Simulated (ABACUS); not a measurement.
Consider a self-consistent single point of ZnO (P6_3mc, 8 atoms in the cell; from Materials Project mp-2133, changed as shown).

```
CELL_PARAMETERS angstrom
      3.17260     0.00000     0.00000
      0.00000     5.49511     0.00000
      0.00000     0.00000     5.11762
ATOMIC_POSITIONS crystal
  Zn 0.50000 0.16667 0.50059
  Zn 0.00000 0.33333 0.00059
  Zn 0.00000 0.66667 0.50059
  Zn 0.50000 0.83333 0.00059
  O  0.50000 0.16667 0.87972
  O  0.00000 0.33333 0.37972
  O  0.00000 0.66667 0.87972
  O  0.50000 0.83333 0.37972
```

Computed with PBE, numerical atomic orbitals DZP (confined pseudo-atomic orbitals with Gaussian additions; energy shift 0.003 Ry), PseudoDojo 0.5 standard norm-conserving PBE (tails mended) pseudopotentials (ABACUS).

ABACUS settings:

| setting | value |
|---|---|
| basis | DZP numerical atomic orbitals, energy shift 0.003 Ry |
| KPT | Gamma 6 4 4 0 0 0 |
| basis_type | lcao |
| ecutwfc | 100 Ry |
| smearing_method | fd |
| smearing_sigma | 0.00367493 Ry |
| potentials | PseudoDojo 0.5 standard norm-conserving PBE (tails mended) |
| symmetry | 1 |
| symmetry_prec | 1e-05 |
| ks_solver | genelpa |
| scf_nmax | 100 |
| scf_thr | 1.0e-07 |
| mixing_type | broyden |
| mixing_beta | 0.4 |

Results:

* **Number of valence electrons**: 104
* **Number of bands**: 63
* **Number of k-points after the program's reduction**: 36
* **Size of the basis**: 156
* **Number of SCF iterations**: 10
* **Free energy E − TS**: -24554.0906 eV
* **Top of the valence band (on the code's own zero)**: 10.86 eV
* **Gap on the k-point mesh**: 0.95 eV
* **Pressure**: 17.88 GPa

Stress (GPa, positive for compression):
```
17.99   0.00   0.00
 0.00  17.97   0.00
 0.00   0.00  17.69
```

The gap is read on the k-point mesh of the run and can differ from the gap over the whole zone at this level.

For comparison: a first run was changed to give this one (lattice scaled by 0.98), and from it to this one the free energy rises by 53.6 meV/atom, the pressure goes from 7.32 to 17.88 GPa and the gap on the mesh goes from 0.852 to 0.948 eV.

The atom-centred basis is finite, which shifts total energies, pressures and gaps against plane waves. The structure comes from a collection of computed structures, made at another level of theory; the collection holds predicted forms beside known ones.

Cost on one core: around 50 core-seconds (rough).

The atomic orbitals were generated for these runs; they are not ABACUS's published sets and were checked against plane waves on a few crystals only.

“Tails mended”: in these copies of the files the far tail of each local potential was reset to the Coulomb form.
